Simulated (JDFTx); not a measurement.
| Item | Result |
|---|---|
| surface | ZrSi2(110), Si outermost, slab composition Zr4Si10 |
| bulk | ZrSi2, Cmcm, lattice of mp-1515 (not re-optimised) |
| slab | 14 atoms in 14 planes, 1x1, 7.7 Å between the outermost planes |
| in-plane cell | 3.673 × 7.660 Å, 28.14 Å² |
| cell height | 23.5 Å |
| sampling | 6×4×1 k mesh, Fermi smearing 0.01 Ha, no spin polarisation |

Whether this polymorph is the ambient one wasn't checked. Neither spin polarisation nor a larger cell was tried.

Method: PBE, GBRV ultrasoft potentials, plane waves to 20/100 Ha, in JDFTx (a modified build). Liquid: SCCS (g09 parameters), water, 0.5 M NaCl. The neutral cell holds 88 valence electrons and has two faces of 28.138 Å² each. Last filling lines of the neutral and of a charged run (μ in hartree, zero in the bulk liquid):

```
FillingsUpdate:  mu: -0.175401287  nElectrons: 88.000000
FillingsUpdate:  mu: -0.168679000  nElectrons: 88.066062
```

A calculation by hand: both potentials, by the convention U = −μ/e − 4.44 V vs SHE, the surface charge density and the mean capacitance.

U_pzc = 0.17540 × 27.2114 − 4.44 = 0.33 V; U = 0.16868 × 27.2114 − 4.44 = 0.15 V. The cell has 0.0661 excess electrons, a net charge of -0.0661 e, shared by two faces: σ = -0.0661 e / (2 × 28.138 Å²) = -0.00117 e/Å² = -1.9 μC/cm² (1 e/Å² = 1602.18 μC/cm²). C = σ/(U − U_pzc) = -1.9/-0.18 ≈ 10 μF/cm².
